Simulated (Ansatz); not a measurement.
## Calculation log, AlCo (Pm-3m) (elastic constants by finite strains)

Method: LDA, PAW on Ansatz 0.2.0's default frozen-core files (fitted under PBE), scalar-relativistic.

Cell and atoms were relaxed beforehand by PAW with this functional.

The structure is one entry of a database and needn't be the stable phase.

Command:

```sh
ansatz run input.yaml --threads 1 --pin off --max-ram 1228MiB --backend cpu --events-out ev --progress --plain --runs-dir out
```

input.yaml:

```yaml
crystal:
  lattice:
    - [2.79453448383, 0.0, 0.0]
    - [0.0, 2.79453448383, 0.0]
    - [0.0, 0.0, 2.79453448383]
  atoms:
    - { symbol: Al, position: [0.0, 0.0, 0.0] }
    - { symbol: Co, position: [0.5, 0.5, 0.5] }
kpoints:
  mp_grid: { grid: [16, 16, 16] }
scf:
  occupations: { method: fermi_dirac, width: 0.1 }
hamiltonian:
  xc: lda
  pseudopotentials: { kind: paw }
elastic:
  mode: relaxed_ion
  stencil: two_point
  amplitude: 0.005
```

Output:

```
Warning: RAYON_NUM_THREADS=1 ignored (pool sized by the plan → 1); use --threads N
Engine: ansatz 0.2.0, x86_64-unknown-linux-gnu
Pseudopotentials: kind: paw
Pseudopotential: Al, paw, valence charge 3, recommended cutoff 420 eV (normal), Al.paw.azcp
Pseudopotential: Co, paw, valence charge 17, recommended cutoff 420 eV (normal), Co.paw.azcp
Functional definition: SPW92
  exchange = slater_x
  correlation = pw_c
Crystal: 2 atoms, lattice volume = 21.824 Å³
Basis set: ecut = 420 eV, 437 PW (Γ)
Bands: 14, of which v1, the nominal top of the filled ones, is band 10 counted from 1 (9 counted from 0)
Symmetry: 48 space group operations
Space group: Pm-3m (ITA 221), of the structure as read, at distance tolerance 2.8e-5 Å
k-points: 165 of 4096
Non-local potential: Al, projectors of the file, l = 0: 2, l = 1: 2, l = 2: 1
Non-local potential: Co, projectors of the file, l = 0: 3, l = 1: 2, l = 2: 3, l = 3: 1
PAW form: soft (Blöchl's): semilocal exchange-correlation on the pseudo side does not see the compensation charge
[... 98 lines left out ...]
  C = ∂σ_k/∂η_j (tension-positive GPa; Voigt order 11 22 33 23 13 12):
       324.236    148.128    148.128     -0.000     -0.000     -0.000
       148.128    324.236    148.128     -0.000     -0.000     -0.000
       148.128    148.128    324.236     -0.000     -0.000     -0.000
        -0.000     -0.000     -0.000    157.762      0.000      0.000
         0.000      0.000     -0.000      0.000    157.762      0.000
         0.000     -0.000      0.000      0.000      0.000    157.762
  reference stress σ⁰ (GPa):      0.001      0.001      0.001     -0.000     -0.000     -0.000
  C* (energy form; C + prestress term) asymmetry max|C*_kj − C*_jk| = 5.684e-14 GPa — a small one proves nothing (zero by symmetry where the batch's group is 432, −43m or m−3m); a large one is finite-difference/SCF noise where ...
  moduli (Voigt/Reuss/Hill, GPa): K = 206.83/206.83/206.83   G = 129.88/119.82/124.85   E = 311.81   ν = 0.249
  mechanically stable: yes (min eigenvalue of sym C = 157.76 GPa)
  strain η (Voigt 11):  stress-route row diagonal C_11 = 324.24 GPa, energy-path curvature d²(F+E_count+ΔE)/dδ²/Ω₀ = 324.26 GPa
         δ    σ_11 (GPa)             F (eV)   n_scf  n_hpsi   n_pw
    -5.000e-3      -1.6662       -5577.0098001       8  110445    449   relax 0 steps, max|allowed force component| 7.61e-29 eV/Å
     5.000e-3       1.5761       -5577.0098182       6   94286    449   relax 0 steps, max|allowed force component| 1.90e-29 eV/Å
  strain η (Voigt 23):  stress-route row diagonal C_44 = 157.76 GPa, energy-path curvature d²(F+E_count+ΔE)/dδ²/Ω₀ = 157.85 GPa
         δ    σ_23 (GPa)             F (eV)   n_scf  n_hpsi   n_pw
    -5.000e-3      -0.7888       -5577.0100922       7  163732    447   relax 0 steps, max|allowed force component| 1.02e-28 eV/Å
     5.000e-3       0.7888       -5577.0100922       5  133621    447   relax 0 steps, max|allowed force component| 1.02e-28 eV/Å
```

Self-consistency was reached.

Elastic constants:

Elastic constants of a crystal by Kohn-Sham DFT: slopes of the stress over finite engineering strains of the given cell, Voigt indices, Cartesian axes as in the input.

```json
{
  "Pressure at rest": "-0.001 GPa",
  "Least elastic eigenvalue": "157.8 GPa",
  "Elastically stable": "yes"
}
```

| index | elastic (GPa) |
| --- | --- |
| 11 | 324.2 |
| 12 | 148.1 |
| 44 | 157.8 |

Strained cells:

Stress of each strained cell less that at rest, tension positive.

```
strain component  strain  stress xx (GPa)  stress yy (GPa)  stress zz (GPa)  stress yz (GPa)  stress xz (GPa)  stress xy (GPa)  relaxation steps
              xx  -0.005           -1.667          -0.7439          -0.7439                0                0                0                 0
              xx   0.005            1.576           0.7374           0.7374                0                0                0                 0
              yz  -0.005          -0.0066          -0.0047          -0.0047          -0.7888                0                0                 0
              yz   0.005          -0.0066          -0.0047          -0.0047           0.7888                0                0                 0
```

### Elastic moduli

Hill averages of a grain aggregate, Debye temperature from the mean sound speed over directions.

```
Bulk modulus                     : 206.8 GPa
Shear modulus                    : 124.8 GPa
Young modulus                    : 311.8 GPa
Poisson ratio                    : 0.2487
Bulk over shear modulus          : 1.657
Elastic anisotropy index         : 0.4198
Least young modulus              : 231.3 GPa
Largest young modulus            : 377.3 GPa
Longitudinal sound speed         : 7557 m/s
Transverse sound speed           : 4370 m/s
Elastic debye temperature        : 646.9 K
Linear compressibility (x, y, z) : 1.612, 1.612, 1.612 1/TPa
Zener ratio                      : 1.792
Cauchy pressure                  : -9.63 GPa
```

Caveats: frozen-core PAW files fitted under PBE, their cores solved anew for the functional of the run; responses of metals move with mesh and smearing.

It took 14 s on 1 thread of AMD EPYC 9R45 96-Core Processor (Zen 5), on a shared host, peak memory 0.53 GiB.
